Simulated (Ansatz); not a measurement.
SnGe:
```
SnGe
1.0
    4.38089     0.00000     0.00000
   -2.19044     3.79396     0.00000
    0.00000     0.00000     7.20807
Sn Ge
2 2
Direct
  0.66667   0.33333   0.99992
  0.33333   0.66667   0.49992
  0.66667   0.33333   0.62528
  0.33333   0.66667   0.12528
```

Relaxed with PBE. Special points in fractions of this cell's reciprocal vectors: Γ (0.000, 0.000, 0.000); M (0.500, 0.000, 0.000); K (0.333, 0.333, 0.000); A (0.000, 0.000, 0.500); L (0.500, 0.000, 0.500); H (0.333, 0.333, 0.500).

Question: List the band energies nearest the Fermi level at these points for PBE (plane waves, PAW; program Ansatz).

Answer: In eV from the Fermi level; about four levels below and three above (degenerate sets whole), none deeper than 8.9 eV; points with the same levels are listed once.

```csv
k,below,above
Γ,-1.20 -1.20 -0.96 -0.30 -0.06,0.13 0.13 2.20 2.20
M,-3.74 -2.52 -2.22 -1.17,0.66 1.26 3.24
K,-4.04 -2.80 -2.80 -2.56,1.69 3.69 3.69
A,-0.67 -0.67 -0.67 -0.67,0.34 0.34 3.13 3.13 3.13 3.13
L,-2.10 -2.10 -1.97 -1.97,0.48 0.48 2.12 2.12
H,-3.45 -3.45 -1.65 -1.65,1.10 1.10 3.85 3.85
```

Space group P6_3mc (wurtzite). A made-up cell: these elements were put on the sites of a structure type; neither database checked (COD, Materials Project) lists it. Its standing as an ambient phase is unchecked. Symmetry was held in the PBE relaxation; whether a distortion lowers the energy is not shown. The Fermi level of a semimetal is unsure by some 0.05 eV on such meshes. Spin–orbit coupling is left out wherever it is not named.

Potentials: the later of the program's two PAW sets.
